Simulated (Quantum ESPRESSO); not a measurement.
# Hf2Pt2ZrSn2Ti: input and log of a self-consistent run

Computed values, not a measurement. The program is pw.x of Quantum ESPRESSO 7.5 (plane-wave density functional theory). The cell is made up: eight metal atoms on a hexagonal close-packed lattice, with elements, volume, strain and displacements drawn at random and not relaxed, so it may be unstable or far from any real phase. PseudoDojo standard norm-conserving files set the functional (PBE unless stated); there is no spin polarisation or spin-orbit coupling, the Fermi-Dirac width of 0.25 eV means electrons at about 2900 K, and the masses in the input are unused placeholders. The tin pseudopotential is less sure than most, with forces differing by about three percent from a second method on plain tin. Heavy elements are run without spin-orbit coupling, which real alloys of them have. A spin test at this wide smearing found no moment, but such smearing suppresses magnetism that the real alloy may have.

Input:

```
&control calculation='scf', pseudo_dir='./dojo.nc.sr.pbe.v0_5.standard.upf', outdir='./o', disk_io='minimal', tprnfor=.true., tstress=.true. /
&system ibrav=0, nat=8, ntyp=5, nbnd=72, ecutwfc=84.00895049, nosym=.true., tot_charge=0,
 occupations='smearing', smearing='fd', degauss=0.0183746611
/
&electrons conv_thr=1.470e-08, electron_maxstep=70, mixing_beta=0.5 /
ATOMIC_SPECIES
Hf 1.0 Hf.upf
Pt 1.0 Pt.upf
Sn 1.0 Sn.upf
Ti 1.0 Ti.upf
Zr 1.0 Zr.upf
CELL_PARAMETERS angstrom
-0.0563 5.2524 -0.0017
2.9572 -0.0341 4.8927
3.0404 -0.0309 -4.9437
ATOMIC_POSITIONS angstrom
Hf 0.0779 0.0915 -0.0544
Pt 2.9651 0.0441 0.0384
Zr 2.9745 1.713 -2.438
Hf 3.0173 1.7019 2.5076
Sn 1.523 2.6616 -0.039
Pt 4.3664 2.5473 -0.0129
Ti 1.5656 4.4153 -2.3723
Sn 1.5003 4.5368 2.4604
K_POINTS automatic
5 5 5 1 1 1
```

The log is shortened where brackets say so; the opening notice, blank lines, dates and the lines on written files are dropped, and the path of the files is cut. It prints rydbergs, bohrs and kilobars, and counts compression as positive stress. Its total energy is the free energy E - TS of the whole cell.

```
     Program PWSCF v.7.5
     Parallel version (MPI & OpenMP), running on       4 processor cores
     Number of MPI processes:                 4
     Threads/MPI process:                     1
     [start-up lines left out]
     bravais-lattice index     =            0
     lattice parameter (alat)  =       9.9262  a.u.
     unit-cell volume          =    1045.3370 (a.u.)^3
     number of atoms/cell      =            8
     number of atomic types    =            5
     number of electrons       =       112.00
     number of Kohn-Sham states=           72
     kinetic-energy cutoff     =      84.0090  Ry
     charge density cutoff     =     336.0358  Ry
     scf convergence threshold =      1.5E-08
     mixing beta               =       0.5000
     number of iterations used =            8  plain     mixing
     Exchange-correlation= PBE
                           (   1   4   3   4   0   0   0)
     [axes and pseudopotential details left out]
   Cartesian axes
     site n.     atom                  positions (alat units)
         1        Hf     tau(   1) = (   0.0148305   0.0174196  -0.0103566  )
         2        Pt     tau(   2) = (   0.5644904   0.0083957   0.0073105  )
         3        Zr     tau(   3) = (   0.5662800   0.3261179  -0.4641421  )
         4        Hf     tau(   4) = (   0.5744282   0.3240047   0.4773924  )
         5        Sn     tau(   5) = (   0.2899460   0.5067106  -0.0074248  )
         6        Pt     tau(   6) = (   0.8312674   0.4849504  -0.0024559  )
         7        Ti     tau(   7) = (   0.2980561   0.8405769  -0.4516342  )
         8        Sn     tau(   8) = (   0.2856244   0.8637079   0.4684065  )
     number of k points=    63  Fermi-Dirac smearing, width (Ry)=  0.0184
                       cart. coord. in units 2pi/alat
        k(    1) = (   0.1762774   0.1018957   0.0015242), wk =   0.0320000
        k(    2) = (   0.3505618   0.1037298  -0.1038024), wk =   0.0320000
     [further k points left out]
     Dense  grid:   108709 G-vectors     FFT dimensions: (  60,  64,  64)
     Estimated max dynamical RAM per process >     449.24 MB
     Estimated total dynamical RAM >       1.68 GB
     Initial potential from superposition of free atoms
     starting charge     111.9890, renormalised to     112.0000
     Starting wfcs are   78 randomized atomic wfcs
     total cpu time spent up to now is       15.6 secs
     per-process dynamical memory:   361.7 Mb
     Self-consistent Calculation
     iteration #  1     ecut=    84.01 Ry     beta= 0.50
     Davidson diagonalization with overlap
     ethr =  1.00E-02,  avg # of iterations =  2.6
     total cpu time spent up to now is       52.0 secs
     total energy              =   -1281.83597027 Ry
     estimated scf accuracy    <       2.73901898 Ry
     iteration #  2     ecut=    84.01 Ry     beta= 0.50
     Davidson diagonalization with overlap
     ethr =  2.45E-03,  avg # of iterations =  3.4
     total cpu time spent up to now is       91.7 secs
     total energy              =   -1282.72041679 Ry
     estimated scf accuracy    <      10.77398331 Ry
     iteration #  3     ecut=    84.01 Ry     beta= 0.50
     Davidson diagonalization with overlap
     ethr =  2.45E-03,  avg # of iterations =  4.3
     total cpu time spent up to now is      128.9 secs
     total energy              =   -1283.43152387 Ry
     estimated scf accuracy    <       0.82515906 Ry
     iteration #  4     ecut=    84.01 Ry     beta= 0.50
     Davidson diagonalization with overlap
     ethr =  7.37E-04,  avg # of iterations =  4.0
     total cpu time spent up to now is      158.9 secs
     total energy              =   -1283.45233334 Ry
     estimated scf accuracy    <       0.16827213 Ry
     iteration #  5     ecut=    84.01 Ry     beta= 0.50
     Davidson diagonalization with overlap
     ethr =  1.50E-04,  avg # of iterations =  6.0
     total cpu time spent up to now is      190.6 secs
     total energy              =   -1283.45075724 Ry
     estimated scf accuracy    <       0.11003928 Ry
     [iterations 6 to 10 left out]
     iteration # 11     ecut=    84.01 Ry     beta= 0.50
     Davidson diagonalization with overlap
     ethr =  4.60E-07,  avg # of iterations =  1.3
     total cpu time spent up to now is      380.3 secs
     total energy              =   -1283.47521166 Ry
     estimated scf accuracy    <       0.00002199 Ry
     iteration # 12     ecut=    84.01 Ry     beta= 0.50
     Davidson diagonalization with overlap
     ethr =  1.96E-08,  avg # of iterations =  2.5
     total cpu time spent up to now is      413.0 secs
     total energy              =   -1283.47521533 Ry
     estimated scf accuracy    <       0.00000080 Ry
     iteration # 13     ecut=    84.01 Ry     beta= 0.50
     Davidson diagonalization with overlap
     ethr =  7.19E-10,  avg # of iterations =  5.1
     total cpu time spent up to now is      448.5 secs
     total energy              =   -1283.47521554 Ry
     estimated scf accuracy    <       0.00000015 Ry
     iteration # 14     ecut=    84.01 Ry     beta= 0.50
     Davidson diagonalization with overlap
     ethr =  1.31E-10,  avg # of iterations =  2.0
     total cpu time spent up to now is      473.9 secs
     total energy              =   -1283.47521556 Ry
     estimated scf accuracy    <       0.00000003 Ry
     iteration # 15     ecut=    84.01 Ry     beta= 0.50
     Davidson diagonalization with overlap
     ethr =  2.96E-11,  avg # of iterations =  2.3
     total cpu time spent up to now is      499.0 secs
     End of self-consistent calculation
     [lines on levels left out]
!    total energy              =   -1283.47521555 Ry
     estimated scf accuracy    <       0.00000001 Ry
     smearing contrib. (-TS)   =      -0.11353718 Ry
     internal energy E=F+TS    =   -1283.36167837 Ry
     The total energy is F=E-TS. E is the sum of the following terms:
     one-electron contribution =    -331.79178467 Ry
     hartree contribution      =     227.71583277 Ry
     xc contribution           =    -278.25743058 Ry
     ewald contribution        =    -901.02829589 Ry
     convergence has been achieved in  15 iterations
     Forces acting on atoms (cartesian axes, Ry/au):
     atom    1 type  1   force =    -0.03599078   -0.03216557    0.04723159
     atom    2 type  2   force =     0.02328372   -0.01594708   -0.00113738
     atom    3 type  5   force =     0.01396149    0.02113111    0.00031103
     atom    4 type  1   force =    -0.00699046    0.06132659   -0.07696974
     atom    5 type  3   force =     0.01088356    0.01356693    0.01943395
     atom    6 type  2   force =     0.02418142    0.01748556    0.02502929
     atom    7 type  4   force =    -0.01023403   -0.00245743   -0.02829380
     atom    8 type  3   force =    -0.01909491   -0.06294011    0.01439504
     Total force =     0.152892     Total SCF correction =     0.000290
     Computing stress (Cartesian axis) and pressure
          total   stress  (Ry/bohr**3)                   (kbar)     P=       34.91
   0.00012896   0.00003159   0.00007222           18.97        4.65       10.62
   0.00003159   0.00027471   0.00010752            4.65       40.41       15.82
   0.00007222   0.00010752   0.00030828           10.62       15.82       45.35
     init_run     :     14.26s CPU     14.78s WALL (       1 calls)
     electrons    :    472.34s CPU    483.34s WALL (       1 calls)
     forces       :      4.43s CPU      4.46s WALL (       1 calls)
     stress       :     16.15s CPU     16.53s WALL (       1 calls)
     [timing details left out]
     PWSCF        :   8m28.05s CPU   8m40.14s WALL
     JOB DONE.
```

In other units: free energy -17462.570 eV for the cell, pressure 3.49 GPa, largest force component 1.979 eV/Å in size. The run took 522 s of wall time with four MPI processes on a shared machine (Intel Xeon, older, virtual cores), so the time is rough. A rerun of this cell at a higher cutoff and on a denser mesh moved values by no more than 0.003 eV in energy, 0.03 GPa in stress and 0.005 eV/Å in force, and a second program with other atomic files agreed on that cell to 2 % rms in force and 0.5 GPa in pressure.